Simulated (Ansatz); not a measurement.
Simulated powder pattern, Fe Kα, λ = 1.93735 Å (kinematic, ideal powder, no thermal factors, no anomalous dispersion; the 30 strongest lines at most, above 1 %, up to 2θ = 90°):

```json
[
 {"2θ (°)": "33.77", "d (Å)": "3.336", "I/Imax (%)": "100"},
 {"2θ (°)": "54.45", "d (Å)": "2.117", "I/Imax (%)": "3.3"},
 {"2θ (°)": "57.37", "d (Å)": "2.018", "I/Imax (%)": "16"},
 {"2θ (°)": "65.63", "d (Å)": "1.788", "I/Imax (%)": "3.2"},
 {"2θ (°)": "71.02", "d (Å)": "1.668", "I/Imax (%)": "6.4"},
 {"2θ (°)": "78.36", "d (Å)": "1.533", "I/Imax (%)": "5.2"}
]
```

The pattern belongs to a structure relaxed with DFT-LDA in the program Ansatz with PAW potentials.

Q: Pick the material that matches.
A) Ta, bcc (W type)
B) Pt, fcc (Cu type)
C) Pm, dhcp (α-La type)
D) C, graphite

A: D, C, graphite

Q: Give the lattice parameters.

A: a = 2.445 Å, c = 6.671 Å.

Space group P6_3/mmc (graphite). The LDA relaxation kept the symmetry of its start. A crystal of weakly bound layers computed without a dispersion correction: the cell and the soft elastic constants depend strongly on that.

Potentials: the later of the program's two PAW sets.
